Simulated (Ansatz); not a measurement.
Total density of states per atom from plane-wave PAW PBEsol (Ansatz code), in 0.25 eV bins, energy from the Fermi level:

```
E (eV) | states/eV/atom
    -7.85 | # 0.04
    -7.60 | ##### 0.17
    -7.35 | ####### 0.23
    -7.10 | ###### 0.20
    -6.85 | ##### 0.18
    -6.60 | ### 0.11
    -6.35 | ###### 0.21
    -6.10 | ###### 0.20
    -5.85 | ####### 0.24
    -5.60 | ####### 0.24
    -5.35 | ###### 0.21
    -5.10 | ##### 0.16
    -4.85 | #### 0.16
    -4.60 | ####### 0.26
    -4.35 | ############ 0.43
    -4.10 | ############### 0.53
    -3.85 | ################ 0.58
    -3.60 | ########### 0.39
    -3.35 | ######### 0.31
    -3.10 | ############ 0.42
    -2.85 | #################### 0.72
    -2.60 | ######################## 0.84
    -2.35 | ################## 0.65
    -2.10 | ##################### 0.74
    -1.85 | ################### 0.66
    -1.60 | ################## 0.64
    -1.35 | ############# 0.46
    -1.10 | ############ 0.42
    -0.85 | ########## 0.36
    -0.60 | ###### 0.22
    -0.35 | ##### 0.19
    -0.10 | ########### 0.37
     0.15 | ######### 0.32
     0.40 | ############### 0.54
     0.65 | ############ 0.44
     0.90 | ############## 0.51
     1.15 | ########### 0.38
     1.40 | ############# 0.46
     1.65 | ################# 0.62
     1.90 | ##################### 0.76
     2.15 | ################## 0.65
     2.40 | #################### 0.72
     2.65 | ####################### 0.82
     2.90 | ########################## 0.93
     3.15 | ############################ 0.99
     3.40 | ######################## 0.84
     3.65 | ######################## 0.85
     3.90 | ########################### 0.96
     4.15 | ###################### 0.79
     4.40 | ######################## 0.86
     4.65 | ############################## 1.07
```

**Question.** Pick the material that matches.
(A) SiRh, P2_1/c (Si on 4e, Rh on 4e)
(B) Y3Si5, P-62m (Y on 3f, Si on 2d, Si on 3g)
(C) SiSn, CsCl type
(D) SiGe, Pmma (Si on 2e, Ge on 2f)

**Answer.** B, Y3Si5, P-62m (Y on 3f, Si on 2d, Si on 3g). Within 0.5 eV of the Fermi level: Y 4d 53 %, Si 3p 30 %, Si 3s 9 %, outside the projected shells 6 %. Projections are on Löwdin-orthogonalised atomic valence shells; empty p or d shells of many metals are not among them.

The start of the workflow was typed in or built on a structure type; neither database checked (COD, Materials Project) lists it. Whether it is the stable phase at ambient conditions was not checked. The cell was relaxed with PBEsol under the symmetry of its start; its stability against distortions is not shown here. No spin polarisation was allowed. Spin–orbit coupling is left out wherever it is not named.

Potentials: the earlier of the program's two PAW sets. The files were generated under PBE; for other functionals the program regenerates the frozen cores, and for LDA and PBEsol the local potential too.
